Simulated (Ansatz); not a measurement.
Below is a relaxed structure of SnPb3S4. The cell was found from a structure generator's guess, not taken from experiment.

Computed with Ansatz 0.2.0, DFT PBE, scalar-relativistic, plane waves, PAW. Cutoff 420 eV, Γ-centred mesh, Gaussian smearing, no spin polarisation.

```xyz
8
Lattice="4.2233 0.0000 0.0000 0.0000 4.2233 0.0000 0.0000 0.0000 11.9452" Properties=species:S:1:pos:R:3 pbc="T T T"
Sn    2.1116    2.1116    5.9726
Pb    0.0000    0.0000    3.0067
Pb    0.0000    0.0000    8.9385
Pb    2.1116    2.1116    0.0000
S     0.0000    0.0000    0.0000
S     2.1116    2.1116    3.0389
S     0.0000    0.0000    5.9726
S     2.1116    2.1116    8.9062
```

Energies over the elements count from the elements' standard structures at the same level, with no fitted energy shifts. The references include grey tin.

Problem. What space group does it have?

Solution. P4/mmm (No. 123), with Sn and Pb ordered on rock salt sites. Conventional cell: a = 4.223 Å, c = 11.945 Å. Around Sn lie 6 S at 2.93–2.99 Å; Pb on a site of symmetry 4mm is surrounded by 6 S at 2.97–3.01 Å; Pb on a site of symmetry 4/mmm has 6 S at 2.99–3.04 Å; S on a site of symmetry 4/mmm is surrounded by 6 Pb at 2.99–3.01 Å; 2 more sites not described.

Problem. What is its formation energy per atom?

Solution. −0.51 eV/atom. Whether it is stable depends on the other phases of the system, which aren't compared here.

Problem. Is it a metal?

Solution. There is no gap on the 10×10×4 mesh, but valence and conduction bands meet within 0.015 eV, so at this level it has a zero gap rather than a metal's Fermi surface.

The last run used a 10×10×4 mesh (in the run's order of axes) for its 8-atom cell and Gaussian smearing of 0.10 eV. Spin–orbit coupling, which can matter for Pb, is left out. The zero gap may come from the functional, which often closes small gaps. The reference form of S is held partly by dispersion forces, which this level lacks. A structure relaxed within its symmetry needn't be a true minimum.
